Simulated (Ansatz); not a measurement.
# Zone-centre phonons of Hf₂S at 8 GPa: input and output

Method: DFT LDA, scalar-relativistic, plane waves, PAW (Ansatz 0.2.0).

Launched with:
```bash
ansatz run input.yaml --threads 2 --pin off --max-ram 6144MiB --backend cpu --events-out ev --progress --plain --runs-dir out
```

Input (bare energies are in eV):
```yaml
crystal:
  lattice:
    - [3.2483315741, 0.0, 0.0]
    - [-1.6241657871, 2.8131376631, 0.0]
    - [0.0, 0.0, 11.4897042177]
  atoms:
    - { symbol: Hf, position: [0.6666666667, 0.3333333333, 0.8991958897] }
    - { symbol: Hf, position: [0.3333333333, 0.6666666667, 0.3991958897] }
    - { symbol: Hf, position: [0.6666666667, 0.3333333333, 0.6008041103] }
    - { symbol: Hf, position: [0.3333333333, 0.6666666667, 0.1008041103] }
    - { symbol: S, position: [0.0, 0.0, 0.75] }
    - { symbol: S, position: [0.0, 0.0, 0.25] }
basis:
  ecutwfc: 420
kpoints:
  mp_grid: { grid: [12, 12, 4] }
hamiltonian:
  xc: lda
scf:
  occupations: { method: fermi_dirac, width: 0.15 }
output:
  eigenvalues: true
phonons:
  method: dfpt
  eigenvectors: true
```

Results section of the output:
```
--- Phonons (Γ-DFPT): 4 representative perturbations + reference, on 164 of 576 k-points (Σ response iterations 16) ---
  k mesh reduced under 2 symmetry operations, with k and −k counted as one. Each operation leaves every solved perturbation unchanged. A smaller set is not used because it would not reduce the number of displacements ...
  ASR residual: 5.281e-4 → 0.000e0 eV/Å²; symmetrization residual: 4.432e-5 eV/Å²
  ASR residual per site (eV/Å²): 5.28e-4 5.28e-4 5.28e-4 5.28e-4 4.84e-5 4.84e-5
  Γ frequencies (cm⁻¹): 0.00 0.00 0.00 74.66 74.66 89.94 89.94 118.82 118.82 126.42 142.52 165.38 289.04 289.04 295.09 295.09 357.38 358.69
  non-analytic LO–TO correction: not included (Born effective charges unavailable; polar crystals: no LO–TO splitting at Γ)
```

The run took 7.1 min on 2 threads of Intel(R) Xeon(R) Platinum 8375C CPU @ 2.90GHz (Ice Lake) (shared host), peak memory 3.7 GiB.

In a metal, frequencies and elastic constants depend on the k mesh and the smearing, soft modes and shear constants most. Spin–orbit coupling is left out, which matters for heavy elements. Other phases may be more stable at this pressure. A semilocal functional can close a gap that the real compound has.